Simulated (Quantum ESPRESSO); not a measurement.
Kohn-Sham bands of PbI2 (P6₃mc)

```
CELL_PARAMETERS angstrom
      4.61784     0.00000     0.00000
     -2.30892     3.99917     0.00000
      0.00000     0.00000    14.55123
ATOMIC_POSITIONS crystal
  Pb 0.66667 0.33333 0.50010
  Pb 0.33333 0.66667 0.00010
  I  0.66667 0.33333 0.87135
  I  0.33333 0.66667 0.37135
  I  0.00000 0.00000 0.12855
  I  0.00000 0.00000 0.62855
```

Cell from Materials Project (mp-567503), symmetrised, no further relaxation. COD (Crystallography Open Database) has the formula in 4 space groups, this one among them (matched by group alone). Method: PBEsol plane waves in Quantum ESPRESSO 7.5 (PseudoDojo norm-conserving files, 56 Ry, no spin polarisation, no spin-orbit coupling), Bloch states on a 6×6×4 mesh through Γ, Wannier90 4.0.1. Density: 12×12×2 mesh, cold smearing 0.01 Ry. Spin-orbit coupling is left out although heavy elements are present.

Energies are relative to the valence-band maximum; weights are on the orthonormalised atomic waves of the pseudopotential files, averaged over the group. 56 electrons a cell are treated as valence.

### Question
Into which isolated groups do the bands fall, where do they lie and what are they made of?

### Answer
| bands | from (eV) | to (eV) | filling | weight on atomic waves |
|---|---|---|---|---|
| 1–10 | -15.96 | -15.89 | filled | Pb 5d 100 % |
| 11–14 | -11.91 | -11.14 | filled | I 5s 90 %, Pb 6p 6 % |
| 15–16 | -7.32 | -6.65 | filled | Pb 6s 80 %, I 5p 14 %, I 5s 6 % |
| 17–28 | -2.95 | 0.00 | filled | I 5p 85 %, Pb 6p 12 % |
| 29–34 | 2.25 | 4.41 | empty | Pb 6p 67 %, I 5p 24 % |

The Kohn-Sham gap over both meshes and the path is 2.25 eV.
